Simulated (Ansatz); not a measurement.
Suppose TlZn takes space group P-6m2 (No. 187), with Zn on 1b; Tl on 1e. The cell of TlZn is invented: close-packed layers stacked AB (elements of the layers in order: Tl Zn).

The calculation used DFT PBE, scalar-relativistic, plane waves, PAW (Ansatz 0.2.0). Cutoff 420 eV, Γ-centred mesh, Gaussian smearing, no spin polarisation.

The zero of energy is the elements' standard structures at the same level; no fitted shifts are applied.

Q: Give the relaxed lattice parameters and positions.

A:

Space group P-6m2 (No. 187). a = 3.554 Å, b = 3.554 Å, c = 4.546 Å, α = 90.00°, β = 90.00°, γ = 120.00°
| atom | site | symmetry | x | y | z |
| --- | --- | --- | --- | --- | --- |
| Zn | 1b | -6m2 | 0.0000 | 0.0000 | 0.5000 |
| Tl | 1e | -6m2 | 0.6667 | 0.3333 | 0.0000 |

It has the tungsten carbide type. Around Zn lie 6 Tl at 3.06 Å and 6 Zn at 3.55 Å; Tl is surrounded by 6 Zn at 3.06 Å and 6 Tl at 3.55 Å. Another local minimum with the same sites may exist.

Q: Where does its energy lie, and is it a metal?

A: The formation energy is +0.21 eV/atom. The gap on the 18×18×12 mesh of the 2-atom cell is 0 eV (a metal). It can't be a ground state, since the elements alone are lower.

The last run used Gaussian smearing of 0.10 eV. Spin–orbit coupling, which can matter for Tl, is left out. Symmetry constrained the relaxation, so the result can be a saddle point.
